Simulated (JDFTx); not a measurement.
Reference run:

Zn(0001) slab cut from bulk Zn (space group P6_3/mmc, indices of the conventional cell, lattice of the Materials Project entry mp-79, not re-optimised): 4 atoms in 4 planes, a 1x1 cell of 5.92 Å² (|a| = 2.614, |b| = 2.614 Å), 7.3 Å between the outermost planes, cell height 23.3 Å, 10×10×1 k mesh, Fermi smearing 0.01 Ha, no spin polarisation.

Reference level: PBE, GBRV ultrasoft potentials, plane waves to 20/100 Ha, in JDFTx (a modified build). Unrelaxed; liquid: linear PCM (GLSSA13), water, 1 M NaF. The electron chemical potential μ is absolute (zero in the bulk liquid) and is turned into a potential by U = −μ/e − 4.44 V vs SHE, a convention.

Settings tried: 10/50 Ha; 12/60 Ha; 15/75 Ha; 20/100 Ha; 25/125 Ha; 30/150 Ha.

Task: Which is the cheapest setting from which the work function and U_pzc both stay within 0.03 (eV, V) of the last one?

Result: 15/75 Ha, at roughly 0.3 of the last row's time. Over the whole series the work function spans 0.84 eV and U_pzc 0.15 V.

| plane-wave cutoffs | work function (eV) | U_pzc (V) | mean C below U_pzc (μF/cm²) | k states × plane waves | cycles, vacuum run | rough core time, vacuum run |
|---|---|---|---|---|---|---|
| 10/50 Ha | 4.90 | -0.48 | 14 over 0.5 V | 14 × 1405 | 18 | 50 s |
| 12/60 Ha | 4.26 | -0.60 | 14 over 0.5 V | 14 × 1848 | 18 | 50 s |
| 15/75 Ha | 4.09 | -0.63 | 13 over 0.5 V | 14 × 2580 | 18 | 90 s |
| 20/100 Ha | 4.06 | -0.63 | 13 over 0.5 V | 14 × 3976 | 19 | 2 min |
| 25/125 Ha | 4.06 | -0.63 | 13 over 0.5 V | 14 × 5560 | 18 | 3 min |
| 30/150 Ha | 4.06 | -0.63 | 13 over 0.5 V | 14 × 7307 | 18 | 5 min |

Core times come from shared machines and are rough, one run each.
